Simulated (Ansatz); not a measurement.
MgTe:
```xyz
4
Lattice="4.5610 0.0000 0.0000 -2.2805 3.9500 0.0000 0.0000 0.0000 7.4113" Properties=species:S:1:pos:R:3 pbc="T T T"
Mg     2.2805     1.3167     0.0075
Mg     0.0000     2.6333     3.7132
Te     2.2805     1.3167     4.6260
Te     0.0000     2.6333     0.9204
```

x, y and z are the axes in which the lattice vectors are written.

Problem. Give the high-frequency dielectric tensor and the Born effective charge tensors of the independent atoms from DFPT, DFT-PBEsol in the program Ansatz with PAW potentials.

Solution. 
ε∞:
```
5.55  0.00  0.00
0.00  5.55  0.00
0.00  0.00  5.69
```
Z* of atom 1 (Mg), rows: field, columns: displacement, in e:
```
1.89  0.00  0.00
0.00  1.89  0.00
0.00  0.00  1.98
```
Z* of atom 3 (Te), rows: field, columns: displacement, in e:
```
-1.89   0.00   0.00
 0.00  -1.89   0.00
 0.00   0.00  -1.98
```

Static charges for comparison (Bader): Mg1 +1.54, Te3 -1.54 e. Born charges measure polarisation by displacement and can exceed these by far.

Space group P6_3mc (wurtzite). The cell was relaxed with PBEsol under the symmetry of its start. Scalar-relativistic: spin–orbit coupling is off unless named, which matters more the heavier the elements.

Potentials: the later of the program's two PAW sets.
